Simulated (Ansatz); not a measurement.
System: InP (zinc blende type), 2 atoms in the cell.

```
CELL_PARAMETERS angstrom
0.00000 2.98000 2.98000
2.98000 0.00000 2.98000
2.98000 2.98000 0.00000
ATOMIC_POSITIONS crystal
In 0.00000 0.00000 0.00000
P 0.25000 0.25000 0.25000
```

These are results of Ansatz 0.2.0 development build, HSE06, plane waves, PAW datasets (generated hard set), not measurements.

Cutoff 700 eV; exchange singularity: regularized; k-mesh 6×6×6 Γ-centred; Fermi–Dirac smearing of 0.02 eV; no spin polarisation; no spin–orbit coupling.

(1) How large is the gap on this mesh, is it direct, and where do the band edges lie (fractions of the reciprocal vectors of this cell)?

(2) List the levels near the gap at (0.000, 0.000, 0.000), (0.000, 0.167, -0.333), (0.000, 0.167, -0.167), (0.000, 0.333, -0.333), (0.000, -0.500, -0.500), in eV from the top of the valence band (v1 is the highest filled band, c1 the lowest empty one).

Results:

(1) 1.19 eV, direct at (0.000, 0.000, 0.000).

(2) 
| k | v4 | v3 | v2 | v1 | c1 | c2 | c3 |
| --- | --- | --- | --- | --- | --- | --- | --- |
| (0.000, 0.000, 0.000) | -12.39 | 0.00 | 0.00 | 0.00 | 1.19 | 4.90 | 4.90 |
| (0.000, 0.167, -0.333) | -10.77 | -5.32 | -2.36 | -1.03 | 3.38 | 5.42 | 6.22 |
| (0.000, 0.167, -0.167) | -11.59 | -3.56 | -1.69 | -0.45 | 3.33 | 5.18 | 5.66 |
| (0.000, 0.333, -0.333) | -10.18 | -5.71 | -3.44 | -1.69 | 3.32 | 5.91 | 7.70 |
| (0.000, -0.500, -0.500) | -10.03 | -6.01 | -2.37 | -2.37 | 2.44 | 2.98 | 10.07 |

Spin–orbit coupling is left out; with heavy elements it can shift the gap and split levels by tenths of an eV. Potentials made with PBE were used with another functional.
